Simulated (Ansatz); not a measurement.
This cell of InAs (zinc blende) is off equilibrium:

```yaml
crystal:
  lattice:
    - [0.00000, 3.09316, 3.09316]
    - [3.09316, 0.00000, 3.09316]
    - [3.09316, 3.09316, 0.00000]
  atoms:
    - { symbol: As, position: [0.75000, 0.75000, 0.75000] }
    - { symbol: In, position: [0.12932, 0.87068, 0.87068] }
```

Level of theory: PBE (plane waves to 420 eV, PAW, scalar-relativistic; Ansatz, a first-principles code). k mesh 8×8×8 (Γ-centred), Fermi-Dirac smearing 0.05 eV. E stands for the smeared free energy. Compression counts positive. With partly filled bands, energies and forces of such displacements shift with the k mesh and the smearing. At this level the bands of InAs touch or barely overlap; measurements give the solid a gap. InAs was relaxed with its symmetry unable to fall.

### Question
What forces act on the atoms (eV/Å, Cartesian)?

### Answer
```
atom      Fx     Fy     Fz
----  ------  -----  -----
As1   -3.422  0.000  0.000
In2    3.422  0.000  0.000
```

### Question
Give the stress tensor in GPa and the pressure.

### Answer
```
    0.8      0.0      0.0
    0.0     13.8     15.8
    0.0     15.8     13.8
```
The pressure, a third of the trace, is 9.5 GPa.

### Question
In it atom 2 sits (-0.800, 0.000, 0.000) Å away from its relaxed site. What is its energy relative to the relaxed cell?

### Answer
1716 meV/cell.

(For displaced atoms, the force is minus the slope of the energy, and its curvature is a force constant, which sets phonon frequencies.)
